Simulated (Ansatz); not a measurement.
**LiH4BrO2 and a variant**

Base: a structure deposited in the COD whose atoms were relaxed with PBE, the cell held.

```xyz
16
Lattice="5.3001 0.0000 0.0000 2.6460 5.8241 0.0000 0.8867 2.7153 5.7339" Properties=species:S:1:pos:R:3 pbc="T T T"
Li    3.0695    3.5486    2.7542
Li    5.7633    4.9909    2.9797
H     7.9923    5.7737    1.5932
H     0.8405    2.7658    4.1407
H     5.3884    2.7835    1.6149
H     3.4443    5.7559    4.1190
H     4.8445    3.9406    0.7535
H     3.9883    4.5989    4.9804
H     7.0557    4.8238    0.7700
H     1.7771    3.7157    4.9639
Br    1.8507    1.3401    1.3101
Br    6.9820    7.1993    4.4238
O     7.3858    4.9989    1.6849
O     1.4469    3.5406    4.0490
O     4.7912    3.5716    1.6629
O     4.0415    4.9679    4.0710
```

Sites (sets of like atoms) are named by element and the number of their first atom in this list.

Method: Kohn–Sham DFT in Ansatz, PBE, plane waves and PAW (field gradients read without the response of the frozen cores, which leaves them typically 4 to 6 % off), scalar-relativistic, 420 eV cutoff, Γ-centred 5×4×4 k-points, Fermi–Dirac smearing 0.02 eV.

Gradients in 10²¹ V/m²:

```csv
site,atoms,V_zz base,η base,V_zz variant,η variant
Li,"1, 2",-0.13,0.41,-0.12,0.52
H3,"3, 4",3.46,0.13,3.28,0.13
H5,"5, 6",3.40,0.12,3.23,0.12
H7,"7, 8",3.70,0.11,3.70,0.11
H9,"9, 10",3.45,0.13,3.39,0.13
Br,"11, 12",3.47,0.89,3.89,0.74
O13,"13, 14",-14.10,0.77,-14.17,0.78
O15,"15, 16",-14.31,0.76,-14.36,0.75
```

Problem. Which change was made?
A. atom 3 (H) moved by 0.15 Å along (0.000, 0.150, 0.000) Å
B. volume scaled by 1.04, ions at fixed fractional positions
C. x stretched by 2 %, ions at fixed fractional positions
D. xy engineering shear strain of +4 %, ions at fixed fractional positions

Solution. C. The largest change of V_zz is on Br, from 3.47 to 3.89. In per cent, |V_zz| changes by -5 to 0 on H, +12 on Br, 0 on O (all sites that start above 0.5).

The lattice is static: at room temperature water may turn and average the couplings of its hydrogen.
For the variant: The atoms aren't relaxed in the changed cell (largest force 0.3 eV/Å).
